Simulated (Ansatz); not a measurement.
# NdGa3 (AuCu3-type structure)

Computed with Ansatz (plane waves, PAW, 420 eV cutoff): PBEsol, scalar-relativistic, collinear spin, 8×8×8 k-mesh, Gaussian smearing of 0.05 eV. The datasets are Ansatz's generated set soft_2.

```
CELL_PARAMETERS angstrom
4.26622 0.00000 0.00000
0.00000 4.26622 0.00000
0.00000 0.00000 4.26622
ATOMIC_POSITIONS crystal
Nd 0.00000 0.00000 0.00000
Ga 0.00000 0.50000 0.50000
Ga 0.50000 0.50000 0.00000
Ga 0.50000 0.00000 0.50000
```

The compound is reported in the structure type of the start.

Magnetic state: ferromagnetic, site spin moments Nd 3.12 μB.

Cell and atoms are those of this level's equilibrium.

Path: Γ–X–M–Γ–R–X | R–M, with Γ = (0.000, 0.000, 0.000), X = (0.000, 0.500, 0.000), M = (0.500, 0.500, 0.000), R = (0.500, 0.500, 0.500) in reciprocal vectors of the calculation's cell.

Problem. Is it a metal or an insulator, and if it has a gap, where are the band edges on this path?

Solution. A metal: bands cross the Fermi level.

Levels between -3 and 5 eV from the Fermi level at the path's named points:
```tsv
point	spin	below E_F (eV)	above E_F (eV)
Γ	up	-1.20 -1.17 -1.17 -0.49 -0.49 -0.47	0.37 0.55 0.63 0.63 2.78 2.79 2.79 4.18 4.46 4.46 4.79 4.79 4.80
Γ	down	-0.95 -0.95 -0.95	1.77 1.77 1.83 1.83 2.13 2.13 2.27 3.26 3.26 3.26 4.32 4.75 4.75
X	up	-2.17 -1.60 -1.60 -1.31 -0.47 -0.40 -0.02	0.15 0.19 0.35 0.42 2.67 2.70 2.89 3.05 3.27
X	down	-1.90 -1.43 -1.43 -1.06	1.29 1.38 1.55 1.79 2.13 2.18 2.79 3.20 3.42 3.46 3.49 3.56
M	up	-0.42 -0.42 -0.37 -0.36 -0.24 -0.01	0.18 0.19 0.28 1.52 2.40 3.75 3.75 3.79 4.04
M	down	-0.16 -0.16	1.16 1.55 1.56 1.57 1.96 2.08 2.18 2.43 2.85 4.28 4.29 4.31 4.52
R	up	-1.23 -1.23 -1.23 -0.32 -0.32 -0.28	0.12 0.29 0.29 0.59 4.51 4.51 4.60
R	down	-0.99 -0.98 -0.98	1.81 1.81 1.95 2.01 2.30 2.30 2.34 4.97
```

Without a U the open 4f shell is pinned at the Fermi level, an artefact: in the real crystal it splits into occupied and empty levels away from it, and its large orbital moment is missing here. Spin–orbit coupling, which matters for such heavy elements, is left out. The run wasn't fully tested for a lower electronic state. The order of the orbitals lowers the symmetry, along an axis that is one of several equivalent ones. Site moments are of spin, integrated over atomic spheres. No antiparallel order was tried.

The open shells may stand above their lowest state, and forces and pressures are less sure for it.
